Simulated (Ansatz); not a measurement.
One crystal and one scan (scan of one atom of the cell) at two levels, PBEsol (plane waves to 420 eV, PAW, scalar-relativistic; Ansatz, a first-principles code) and PBE (plane waves to 420 eV, PAW, scalar-relativistic; Ansatz), each from its own relaxed cell and on its own mesh. The cell shown is that of PBEsol.

Starting cell, TiN (rock salt):

```xyz
2
Lattice="0.0000 2.1019 2.1019 2.1019 0.0000 2.1019 2.1019 2.1019 0.0000" Properties=species:S:1:pos:R:3 pbc="T T T"
N      0.0000     0.0000     0.0000
Ti     2.1019     2.1019     2.1019
```

In each cell atom 1 (N, nearest neighbour Ti at 2.102 Å; its periodic images, 3.0 Å or more away, move with it) moves by s·(0.000, 0.000, 1.000) (along Cartesian z), the rest being held.

The energy includes the smearing's −TS. The PAW data are Ansatz's earlier set. TiN is run without spin polarisation. TiN was relaxed with its symmetry unable to fall. With partly filled bands, energies and forces of such displacements shift with the k mesh and the smearing. Percentages come from the unrounded values. Both scans cover s from -0.210 to 0.210 Å.

Results of PBEsol:

| Quantity | Value |
|---|---|
| Lattice constant a (Å) | 4.204 |
| Energy at s = 0.210 Å (meV/cell) | 260 |
| Force along the line at s = -0.210 Å (eV/Å) | 2.567 |
| Force constant k = d²E/ds² at s = 0 (finite differences) (eV/Å²) | 11.52 |
| Zone-centre optical wavenumber from k (cm⁻¹) | 538 |
| Symmetry of the curve | even: the same for both signs |
| Shape of the curve | a single well with its minimum at or next to zero displacement |

**Question.** Estimate the PBE values.

**Answer.** 
```csv
quantity,PBE,PBEsol − PBE
Lattice constant a (Å),4.247,-0.043 (-1.0 %)
Energy at s = 0.210 Å (meV/cell),231,+29 (+13 %)
Force along the line at s = -0.210 Å (eV/Å),2.278,+0.289 (+13 %)
Force constant k = d²E/ds² at s = 0 (finite differences) (eV/Å²),10.22,+1.30 (+13 %)
Zone-centre optical wavenumber from k (cm⁻¹),506,+32 (+6.1 %)
```

PBEsol gives the higher value for: energy at s = 0.210 Å; force along the line at s = -0.210 Å; force constant k = d²E/ds² at s = 0; zone-centre optical wavenumber from k. PBEsol gives the lower value for: lattice constant a. Both give the same symmetry of the curve: even: the same for both signs. Neither level is exact: the differences show how much the result hangs on the functional.

(For displaced atoms, the force is minus the slope of the energy, and its curvature is a force constant, which sets phonon frequencies.)
